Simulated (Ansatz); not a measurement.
A (111) slab of W (Im-3m (No. 229)), 12 planes, outer planes W (top) and W (bottom), with 12 atoms (W12) in a surface cell of A = 17.234 Å², as cut from the bulk:

```yaml
crystal:
  lattice:
    - [4.46094, 0.00000, 0.00000]
    - [-2.23047, 3.86329, 0.00000]
    - [0.00000, 0.00000, 25.01644]
  atoms:
    - { symbol: W, position: [0.66667, 0.33333, 0.29980] }
    - { symbol: W, position: [0.33333, 0.66667, 0.33620] }
    - { symbol: W, position: [0.00000, 0.00000, 0.37260] }
    - { symbol: W, position: [0.66667, 0.33333, 0.40900] }
    - { symbol: W, position: [0.33333, 0.66667, 0.44540] }
    - { symbol: W, position: [0.00000, 0.00000, 0.48180] }
    - { symbol: W, position: [0.66667, 0.33333, 0.51820] }
    - { symbol: W, position: [0.33333, 0.66667, 0.55460] }
    - { symbol: W, position: [0.00000, 0.00000, 0.59100] }
    - { symbol: W, position: [0.66667, 0.33333, 0.62740] }
    - { symbol: W, position: [0.33333, 0.66667, 0.66380] }
    - { symbol: W, position: [0.00000, 0.00000, 0.70020] }
```

Computed with DFT PBEsol, scalar-relativistic, plane waves, PAW in Ansatz 0.2.0. Cutoff 420 eV; k points 9×9×1 on the computed 12-atom cell (Γ-centred); Gaussian smearing, width 0.10 eV; no spin polarisation. The cell repeats along c with a dipole correction in the vacuum.

Against the same 12 atoms in the bulk, the slab as cut lies 9.440 eV higher and the relaxed slab 8.287 eV higher.

(1) Work out the surface energy before and after relaxation.

(2) What is the ideal work of this cut, per area?

Results:

(1) The slab has two faces, so γ = (E_slab − N·E_bulk)/(2A), the mean of both. As cut: 9.440/(2 × 17.234) = 0.2739 eV/Å², and 1 eV/Å² = 16.02 J/m², so γ = 4.39 J/m². Relaxed: 8.287/(2 × 17.234) = 0.2404 eV/Å² = 3.85 J/m². Relaxation recovers 12 % of the cost of cutting.

(2) Griffith's ideal work is 2γ: 8.78 J/m² if the new faces stay rigid, 7.70 J/m² if they relax. One thickness was run, 12 planes, so γ can still shift with it.